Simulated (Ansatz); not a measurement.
Computed properties of Mg

Mg:
```xyz
2
Lattice="0.0000 3.3839 3.3839 3.3839 0.0000 3.3839 3.3839 3.3839 0.0000" Properties=species:S:1:pos:R:3 pbc="T T T"
Mg     0.0000     0.0000     0.0000
Mg     1.6920     1.6920     1.6920
```

Space group Fd-3m (No. 227), diamond; conventional cell a = b = c = 6.768 Å, α = β = γ = 90.00°.

Method: DFT-PBEsol in the program Ansatz with PAW potentials. The cell and atoms are relaxed at this level. Other levels are named where they apply.

**Cell and energy**

* **Volume per atom**: 38.75 Å³
* **Density**: 1.04 g/cm³

**Electronic structure**

- Electronic character: metallic (no gap)
- Density of states at the Fermi level: 0.67 states/eV per atom (mean over ±0.08 eV)

**Mechanics**

* **Bulk modulus (Birch–Murnaghan fit)**: 12.1 GPa
* **Pressure derivative B′**: 4.5
* **Elastic constants (relaxed ions, GPa)**: C11 = 4.3, C12 = 16.1, C44 = -14.0
* **Mechanical stability**: unstable (C has a negative eigenvalue)

**Phonons**

* **Highest zone-centre frequency**: 203 cm⁻¹
* **Zone-centre stability**: no imaginary mode at Γ

The start of the workflow was typed in or built on a structure type; neither database checked (COD, Materials Project) lists it. It is not the phase usual at ambient conditions (space group No. 194). The cell was relaxed with PBEsol under the symmetry of its start. As this level gives no gap, shear constants depend on the k-mesh and smearing (Fermi–Dirac, 0.1 eV here). As this level gives no gap, phonon frequencies hold no LO–TO term and depend on the k-mesh and smearing (Fermi–Dirac, 0.1 eV here).

Potentials: the earlier of the program's two PAW sets. The files were generated under PBE; for other functionals the program regenerates the frozen cores, and for LDA and PBEsol the local potential too.
